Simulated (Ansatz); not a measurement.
VS (NiAs type, P6_3/mmc), plane-wave PAW LDA (Ansatz code), all energies at zero smearing, with the estimated change up to a 700 eV cutoff added, with one set of potentials and settings (totals compare only within such a set). Cell of 4 atoms (2 V, 2 S): -7464.378 eV.

```csv
element,reference phase,E (eV/atom)
V,"Im-3m, 1 atoms in the cell",-2860.4601
S,"Fddd, 32 atoms in the cell",-869.4931
```

Formation energy per atom, worked out: (-7464.378 − 2×(-2860.4601) − 2×(-869.4931))/4 = -1.118 eV/atom (-108 kJ per mol of atoms), at 0 K, without zero-point energy or fitted corrections.

The workflow started from a Materials Project entry (that database holds measured and hypothetical structures alike); the Crystallography Open Database files this formula in space group No. 194, but the cells were not matched. Whether it is the stable phase at ambient conditions was not checked. Symmetry was held in the LDA relaxation; whether a distortion lowers the energy is not shown. No spin polarisation was allowed. The references are the lowest solids computed at this level, not always the standard phases.

Potentials: the later of the program's two PAW sets.
